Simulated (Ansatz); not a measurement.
CaIr$_{2}$ (cubic Laves (MgCu2 type), Fd-3m), a = b = c = 7.527 Å, α = β = γ = 90.00°; the cell used has 6 atoms.

Relaxed with r²SCAN.

Question: Which orbitals make up the states near the Fermi level in r²SCAN in the plane-wave PAW code Ansatz?

Answer: Within 0.5 eV of the Fermi level: Ir 5d 92 %. Projections are on Löwdin-orthogonalised atomic valence shells; empty p or d shells of many metals are not among them.

Question: Tabulate the density of states.

Answer: States/eV per cell of 6 atoms, in 0.25 eV bins, energy from the Fermi level.

```
E (eV)  total  Ir 5d  Ir 6s  Ca 4s
------  -----  -----  -----  -----
-7.85    0.81   0.28   0.45   0.06
-7.60    1.23   0.45   0.69   0.05
-7.35    1.24   0.46   0.70   0.04
-7.10    1.11   0.42   0.63   0.03
-6.85    0.96   0.36   0.55   0.02
-6.60    0.77   0.30   0.44   0.01
-6.35    0.34   0.13   0.19   0.00
-6.10    0.29   0.13   0.14   0.01
-5.85    1.13   0.58   0.45   0.08
-5.60    4.11   2.80   1.10   0.13
-5.35    4.72   3.26   1.19   0.18
-5.10    4.30   3.28   0.74   0.21
-4.85    5.00   4.02   0.63   0.26
-4.60    6.26   5.17   0.68   0.28
-4.35    6.29   4.74   0.93   0.47
-4.10    7.97   6.77   0.72   0.33
-3.85    8.39   7.56   0.33   0.31
-3.60    8.92   7.93   0.42   0.33
-3.35    8.50   7.37   0.64   0.19
-3.10    5.72   4.91   0.47   0.09
-2.85    6.91   5.80   0.64   0.15
-2.60    8.76   6.93   0.97   0.38
-2.35    5.63   4.78   0.42   0.08
-2.10    6.46   5.48   0.44   0.11
-1.85    6.24   5.12   0.54   0.12
-1.60    6.76   5.42   0.64   0.15
-1.35    5.43   4.36   0.51   0.10
-1.10    5.55   4.62   0.43   0.08
-0.85    6.68   5.81   0.36   0.06
-0.60   10.66   9.87   0.28   0.04
-0.35    6.93   6.46   0.19   0.02
-0.10    4.86   4.47   0.18   0.01
0.15     4.90   4.50   0.13   0.01
0.40     2.36   1.96   0.10   0.01
0.65     2.03   1.60   0.08   0.02
0.90     2.09   1.53   0.09   0.05
1.15     3.28   1.84   0.27   0.36
1.40     5.56   2.88   0.43   0.92
1.65     2.69   1.15   0.17   0.47
1.90     2.19   0.72   0.10   0.54
2.15     3.90   0.90   0.19   1.34
2.40     2.28   0.35   0.09   0.63
2.65     0.52   0.27   0.00   0.05
2.90     0.99   0.67   0.01   0.00
3.15     1.46   0.71   0.02   0.00
3.40     2.25   0.80   0.06   0.01
3.65     5.84   1.03   0.16   0.04
3.90     8.11   1.30   0.49   0.07
4.15    11.32   2.35   1.46   0.11
4.40     5.47   0.66   0.35   0.04
4.65     1.69   0.17   0.05   0.01
```

The first step of the workflow began from a Materials Project structure, measured or hypothetical; the Crystallography Open Database copy checked does not list it. Its standing as an ambient phase is unchecked. Symmetry was held in the r²SCAN relaxation; its stability against distortions is not shown here. The run is not spin-polarised. Spin–orbit coupling is left out wherever it is not named.

Potentials: the later of the program's two PAW sets.
